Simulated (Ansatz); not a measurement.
Mo$_{5}$SiB$_{2}$ (space group I4/mcm)

```cif
data_B8Mo20Si4
_chemical_formula_sum 'Si4 B8 Mo20'
_space_group_name_H-M_alt 'I4/mcm'
_space_group_IT_number 140
_space_group_name_Hall '-I 4 2c'
_cell_length_a 5.99813
_cell_length_b 5.99813
_cell_length_c 11.02077
_cell_angle_alpha 90.000
_cell_angle_beta 90.000
_cell_angle_gamma 90.000
loop_
_atom_site_label
_atom_site_type_symbol
_atom_site_symmetry_multiplicity
_atom_site_Wyckoff_symbol
_atom_site_fract_x
_atom_site_fract_y
_atom_site_fract_z
_atom_site_occupancy
Si1 Si 4 a 0.00000 0.00000 0.25000 1
B1 B 8 h 0.37852 0.12148 0.00000 1
Mo1 Mo 4 c 0.00000 0.00000 0.00000 1
Mo2 Mo 16 l 0.16429 0.33571 0.13934 1
```
(The calculation used a cell of 16 atoms; values per cell refer to that cell.)

E(V) scan at fixed shape, V₀ the volume above. The atoms relax within the cell's symmetry.

Method: PBEsol (plane waves to 420 eV, PAW, scalar-relativistic; Ansatz, a first-principles code). k mesh 9×9×9 (Γ-centred), Fermi-Dirac smearing 0.05 eV. Energies are smeared free energies. Stress and pressure are positive under compression. Mo5SiB2 is run without spin polarisation. Mo5SiB2 was relaxed with its symmetry unable to fall. ΔE is measured from the relaxed starting cell.

```
V (Å³/atom)  ΔE (meV/atom)  P (GPa)
-----------  -------------  -------
11.152                 135     38.2
11.461                  72        ?
11.771                  31     16.6
12.081                   7        ?
12.391                   0      0.0
12.700                   7     -6.7
13.010                   ?        ?
13.320                  55    -17.7
13.630                  94    -22.1
```

Q: What belongs in the gaps?

A: 
- 11.461, P (GPa): 26.7
- 12.081, P (GPa): 7.7
- 13.010, ΔE (meV/atom): 26
- 13.010, P (GPa): -12.6

(A scan under strain: stresses follow from slopes of the energy per volume, elastic moduli from its curvatures.)
